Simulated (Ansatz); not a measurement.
InAs:
```cif
data_As8In8
_chemical_formula_sum 'In8 As8'
_space_group_name_H-M_alt 'Pa-3'
_space_group_IT_number 205
_space_group_name_Hall '-P 2ac 2ab 3'
_cell_length_a 7.47361
_cell_length_b 7.47361
_cell_length_c 7.47361
_cell_angle_alpha 90.000
_cell_angle_beta 90.000
_cell_angle_gamma 90.000
loop_
_atom_site_label
_atom_site_type_symbol
_atom_site_symmetry_multiplicity
_atom_site_Wyckoff_symbol
_atom_site_fract_x
_atom_site_fract_y
_atom_site_fract_z
_atom_site_occupancy
In1 In 8 c 0.34196 0.34196 0.34196 1
As1 As 8 c 0.13986 0.13986 0.13986 1
```

Relaxed with r²SCAN.

**Question.** Which orbitals make up the states near the Fermi level in r²SCAN in the plane-wave PAW code Ansatz?

**Answer.** Within 0.5 eV of the Fermi level: As 4p 80 %, In 5p 15 %. Projections are on Löwdin-orthogonalised atomic valence shells; empty p or d shells of many metals are not among them.

**Question.** Tabulate the density of states.

**Answer.** States/eV per cell of 16 atoms, in 0.25 eV bins, energy from the Fermi level.

```
E (eV)  total  As 4p  In 5p  In 5s
------  -----  -----  -----  -----
-7.85    0.00   0.00   0.00   0.00
-7.60    0.00   0.00   0.00   0.00
-7.35    0.00   0.00   0.00   0.00
-7.10    0.00   0.00   0.00   0.00
-6.85    0.00   0.00   0.00   0.00
-6.60    0.00   0.00   0.00   0.00
-6.35    3.22   1.49   0.23   1.44
-6.10    9.35   4.26   0.62   4.17
-5.85   15.12   6.86   0.96   6.56
-5.60    5.38   2.42   0.40   2.16
-5.35    4.67   2.20   0.57   1.58
-5.10    7.87   3.65   0.86   2.69
-4.85    4.95   2.27   0.42   1.72
-4.60    4.42   2.00   0.38   1.48
-4.35    3.13   1.43   0.33   0.96
-4.10    2.61   1.27   0.49   0.57
-3.85    4.99   2.74   1.63   0.40
-3.60    5.41   3.04   1.72   0.41
-3.35    6.02   3.46   1.82   0.45
-3.10    8.61   5.14   2.59   0.53
-2.85    9.25   5.64   2.63   0.60
-2.60    9.99   6.32   2.81   0.50
-2.35   10.32   6.85   2.77   0.41
-2.10   12.14   8.44   3.02   0.37
-1.85   16.84  12.17   3.87   0.41
-1.60   14.85  10.98   3.26   0.30
-1.35    8.22   5.84   1.88   0.28
-1.10   10.38   7.54   2.31   0.24
-0.85    7.36   5.50   1.55   0.10
-0.60    3.97   3.10   0.72   0.04
-0.35    2.18   1.77   0.33   0.01
-0.10    0.73   0.61   0.09   0.00
0.15     0.02   0.02   0.00   0.00
0.40     0.17   0.09   0.04   0.02
0.65     0.95   0.29   0.29   0.25
0.90     5.00   1.28   1.58   1.42
1.15     9.23   2.48   2.83   2.60
1.40     9.28   2.74   2.90   2.33
1.65     4.54   1.48   1.37   1.08
1.90     1.63   0.54   0.49   0.38
2.15     1.22   0.36   0.38   0.30
2.40    12.67   3.62   3.92   3.23
2.65    12.64   4.23   3.46   3.32
2.90     6.07   2.14   1.57   1.58
3.15     6.70   1.54   2.94   1.02
3.40     8.85   1.86   4.22   1.09
3.65     8.93   2.18   4.01   1.17
3.90     8.47   2.07   4.03   0.86
4.15    11.07   2.72   5.44   0.93
4.40    11.11   2.60   5.71   0.78
4.65     9.02   2.06   4.70   0.57
```

The first step of the workflow began from a Materials Project structure, measured or hypothetical; the Crystallography Open Database copy checked does not list it. It is not the phase usual at ambient conditions (space group No. 216). Symmetry was held in the r²SCAN relaxation; whether a distortion lowers the energy is not shown. Spin–orbit coupling is left out wherever it is not named.

Potentials: the later of the program's two PAW sets.
